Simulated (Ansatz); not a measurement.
HF on the (100) surface of TiC, space group Fm-3m (No. 225) (top face towards +c; held atoms: 1, 2, 3, 4, 5, 6, 7, 8, 9, 10, 11, 12, 13, 14, 15, 16), one molecule per 36.8 Å². Starting structure (upright, lowest atom H over a bridge C-Ti site; the molecule's atoms stand last):

```yaml
crystal:
  lattice:
    - [6.06863, 0.00000, 0.00000]
    - [0.00000, 6.06863, 0.00000]
    - [0.00000, 0.00000, 25.36685]
  atoms:
    - { symbol: Ti, position: [0.25000, 0.25000, 0.31537] }
    - { symbol: Ti, position: [0.25000, 0.75000, 0.31537] }
    - { symbol: Ti, position: [0.75000, 0.25000, 0.31537] }
    - { symbol: Ti, position: [0.75000, 0.75000, 0.31537] }
    - { symbol: C, position: [0.50000, 0.50000, 0.31537] }
    - { symbol: C, position: [0.50000, 0.00000, 0.31537] }
    - { symbol: C, position: [0.00000, 0.50000, 0.31537] }
    - { symbol: C, position: [0.00000, 0.00000, 0.31537] }
    - { symbol: Ti, position: [0.50000, 0.50000, 0.39995] }
    - { symbol: Ti, position: [0.50000, 0.00000, 0.39995] }
    - { symbol: Ti, position: [0.00000, 0.50000, 0.39995] }
    - { symbol: Ti, position: [0.00000, 0.00000, 0.39995] }
    - { symbol: C, position: [0.75000, 0.75000, 0.39995] }
    - { symbol: C, position: [0.75000, 0.25000, 0.39995] }
    - { symbol: C, position: [0.25000, 0.75000, 0.39995] }
    - { symbol: C, position: [0.25000, 0.25000, 0.39995] }
    - { symbol: Ti, position: [0.75000, 0.75000, 0.48370] }
    - { symbol: Ti, position: [0.75000, 0.25000, 0.48370] }
    - { symbol: Ti, position: [0.25000, 0.75000, 0.48370] }
    - { symbol: Ti, position: [0.25000, 0.25000, 0.48370] }
    - { symbol: C, position: [0.00000, 0.00000, 0.48437] }
    - { symbol: C, position: [0.00000, 0.50000, 0.48437] }
    - { symbol: C, position: [0.50000, 0.00000, 0.48437] }
    - { symbol: C, position: [0.50000, 0.50000, 0.48437] }
    - { symbol: Ti, position: [0.00000, 0.00000, 0.56628] }
    - { symbol: Ti, position: [0.00000, 0.50000, 0.56628] }
    - { symbol: Ti, position: [0.50000, 0.00000, 0.56628] }
    - { symbol: Ti, position: [0.50000, 0.50000, 0.56628] }
    - { symbol: C, position: [0.25000, 0.25000, 0.57125] }
    - { symbol: C, position: [0.25000, 0.75000, 0.57125] }
    - { symbol: C, position: [0.75000, 0.25000, 0.57125] }
    - { symbol: C, position: [0.75000, 0.75000, 0.57125] }
    - { symbol: F, position: [0.87500, 0.12500, 0.68833] }
    - { symbol: H, position: [0.87500, 0.12500, 0.65167] }
```

Computed with Ansatz, DFT PBE+D3(BJ), scalar-relativistic, plane waves, PAW. Plane waves to 420 eV, a k mesh through Γ of 3×3×1 on the computed 34-atom cell and Gaussian smearing (0.10 eV); no spin polarisation. The cell repeats along c with a dipole correction in the vacuum.

E_ads is per molecule, from the clean relaxed slab and the free relaxed molecule; negative means bound; no zero-point or thermal terms, forces under 0.04 eV/Å, and the free molecule is spin-polarised where open-shell. Heights count from the highest slab atom.

(1) How strongly does it adsorb?

(2) Does the molecule survive, and how close does it come to the surface?

(3) How do the dipole along +c and the top face's work function change?

Each end is the local minimum that its start leads to.

Answers

(1) -0.50 eV.

(2) It stays whole. Its lowest atom lies 1.63 Å over the highest slab atom; shortest contacts H–C 1.77 Å, H–Ti 2.28 Å, F–Ti 2.40 Å.

(3) The dipole changes by -0.165 e·Å a cell, the work function by +0.81 eV.